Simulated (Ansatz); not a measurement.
The start is a relaxed ZnO cell deformed by the Cartesian strain tensor (xx, yy, zz, yz, xz, xy) = (-0.025, 0.050, -0.015, -0.026, 0.065, 0.206). The structure is fully relaxed (lattice and positions, P = 0) with PBEsol (plane waves to 420 eV, PAW, scalar-relativistic; Ansatz, a program for electronic structure). The first steps use a coarse 7×8×3 k-mesh.

Starting cell:
```
ZnO
1.0
    3.14182     0.66381     0.20945
   -0.99603     2.59829    -0.17728
    0.68056    -0.27222    10.31306
Zn O
4 4
Cartesian
  0.00046  -0.00018   0.00690
  0.34073  -0.13629   5.16343
  2.27331   1.10433   7.82073
  0.55375   1.88526   2.53529
  0.55268  -0.22107   8.37525
  0.21240  -0.08496   3.21872
  2.14524   1.15555   5.87995
  0.42567   1.93649   0.59451
```

Task: By how much does the energy per atom fall from start to end?

Result: 0.71 eV/atom.

Task: How does the volume change?

Result: +4.1 %, from 11.31 to 11.77 Å³/atom.

Task: Does it find its way back to the structure it was made from?

Result: The parent structure is recovered, P6₃mc (No. 186).

Task: How do the shortest distances between atoms change?

Result: The closest pairs of elements (up to four, under 3.6 Å), start → end: O–Zn 1.56 → 1.97 Å; Zn–Zn 2.79 → 3.21 Å; O–O 2.79 → 3.21 Å.

Task: What band gap does the relaxed structure have at this level?

Result: 0.65 eV, direct at Γ (no spin-orbit coupling).

Final values are on a 12×12×4 k-mesh of the relaxed cell. No spin polarisation in the result.

The first start was generated by placing the elements on the sites of a structure type. A measured structure of ZnO has the same space group, P6₃mc (No. 186); the sites were not compared with it.
